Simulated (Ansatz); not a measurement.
The start is a relaxed TiC cell, doubled along one cell vector, shaken by Gaussian noise of σ = 0.08 Å a coordinate. The structure is fully relaxed (lattice and positions, P = 0) with PBE (plane waves to 420 eV, PAW, scalar-relativistic; Ansatz, a quantum-chemistry and plane-wave program). The first steps use a coarse 8×4×8 k-mesh.

Initial structure:
```
TiC
1.0
    4.53099     2.61597     0.96323
   -9.06198     5.23193     1.92646
    0.00000    -5.23193     0.96323
Ti C
6 6
Direct
  0.29591   0.49392   0.98855
  0.30498   0.00226   0.97931
  0.93908   0.12532   0.92810
  0.93268   0.63124   0.95770
  0.99086   0.48743   0.29438
  0.00000   0.00264   0.32429
  0.34730   0.31257   0.63422
  0.37680   0.84963   0.67268
  0.72179   0.22072   0.76923
  0.67328   0.68962   0.65454
  0.73332   0.37994   0.44531
  0.69182   0.84766   0.39328
```

Task: What is the largest force in the starting geometry, and on which atom (counted from 1)?

Result: About 3.4 eV/Å, on C9 (atoms numbered as listed).

Task: By how much does the energy per atom fall from start to end?

Result: 0.16 eV/atom.

Task: How does the volume change?

Result: -2.7 %, from 11.42 to 11.11 Å³/atom.

Task: Is the parent structure recovered?

Result: It does not go back: it reaches Imm2 (No. 44), 0.06 eV/atom below the parent.

Task: How do the shortest distances between atoms change?

Result: The closest pairs of elements (up to four, under 3.6 Å), start → end: C–Ti 1.87 → 2.01 Å; C–C 2.56 → 2.59 Å; Ti–Ti 2.77 → 2.82 Å.

Task: Is the relaxed structure metallic? Give its gap.

Result: Zero (metallic).

Task: Give the final cell and atomic positions.

Result: 
Space group Imm2 (No. 44); a = 2.902 Å, b = 8.746 Å, c = 5.251 Å, α = 90.00°, β = 90.00°, γ = 90.00°

```
atom  site  symmetry       x       y       z
----  ----  --------  ------  ------  ------
Ti      2b       mm2  0.0000  0.5000  0.4258
Ti      4d       m..  0.5000  0.1611  0.4374
C       2a       mm2  0.0000  0.0000  0.2509
C       4d       m..  0.0000  0.1479  0.7261
```
(The calculation used a cell of 6 atoms; values per cell refer to that cell.)

Final values are on a 16×16×16 k-mesh of the relaxed cell. No spin polarisation in the result.

The relaxed structure here is a generated cell of TiC: the first start was made by placing the elements on the sites of a structure type, and the end was not matched to a known phase here, so it may be hypothetical. Known forms of TiC include space group No. 225.
